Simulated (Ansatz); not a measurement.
Sc (hcp, Mg type)

```
CELL_PARAMETERS angstrom
      3.33109     0.00000     0.00000
     -1.66555     2.88481     0.00000
      0.00000     0.00000     5.19433
ATOMIC_POSITIONS crystal
  Sc 0.33333 0.66667 0.75000
  Sc 0.66667 0.33333 0.25000
```

The slice is a (0001) plane (indices of the conventional cell) through the point (0.667, 0.333, 0.250) (fractional), spanned by u = [110] and v = [1 -1 0] in vectors of this cell: u (3.33 Å) and v (5.77 Å, at 90° to u). It covers one period; positions are fractions (u, v).

Calculation: r2SCAN (plane waves to 500 eV, PAW, scalar-relativistic; Ansatz, a quantum-chemistry and plane-wave program). k mesh 16×16×9. Near the nuclei the fields are pseudised (PAW); where an atom keeps semicore shells as valence, they peak there. Sc is run without spin polarisation. Sc was relaxed with its symmetry unable to fall. The PAW data are Ansatz's earlier set.

Task: What is the ELF at the midpoint of the shortest Sc–Sc line in this plane (3.33 Å)?

Result: 0.31.

Task: What is the valence density on the shortest Sc–Sc line in this plane (3.33 Å), at its midpoint?

Result: 0.11 e/Å³.

Task: Sketch the electron localisation function (ELF) on this plane as a map.

Result: 
```
|xxxxxx@@++    ..::..    ++@@xxxx|
|xxxx@@%%--    ..--..    --%%@@xx|
|%%%%%%++..    ::--::    ..++%%%%|
|**++--..    ..--==--..    ..--++|
|....      ..--======--..      ..|
|    ....::::----------::::....  |
|========--::..........::--======|
|%%%%##++::..          ..::++##%%|
|@@@@##==..      ..      ..==##@@|
|@@@@++..  ..--++**++--..  ..++@@|
|%%##--  ..++%%@@@@@@%%++..  --##|
|**++..  --##%%xxxxxx%%##--  ..++|
|==--    ++%%xxxxxxxxxx%%++    --|
|--::  ..**@@xxxxxxxxxx@@**..  ::|
|::..    ++@@xxxxxxxxxx@@++    ..|
|--..    --%%@@xxxxxx@@%%--    ..|
|--::    ..++%%%%%%%%%%++..    ::|
|==--..    ..--++**++--..    ..--|
|====--..      ......      ..--==|
|------::::....      ....::::----|
|......::--==============--::....|
|      ..::++##%%%%%%##++::..    |
|..      ..==##@@@@@@##==..      |
|**++--..  ..++@@@@@@++..  ..--++|
|@@@@%%++..  --##%%##--  ..++%%@@|
|xxxx%%##--  ..++**++..  --##%%xx|
|xxxxxx%%++    --==--    ++%%xxxx|
|xxxxxx@@**..  ::--::  ..**@@xxxx|
```
Scale: ten equal steps from 0.06 (start of ' ') to 0.77 (end of '@'), in the order ' .:-=+*#%@'. Values: electron localisation function (ELF). The map has 16 points along u (two characters each, u = 0 at the left) and 28 along v (v = 0 in the bottom row). Points within 0.5 Å of a nucleus are blanked (x), as the pseudised field means little there.
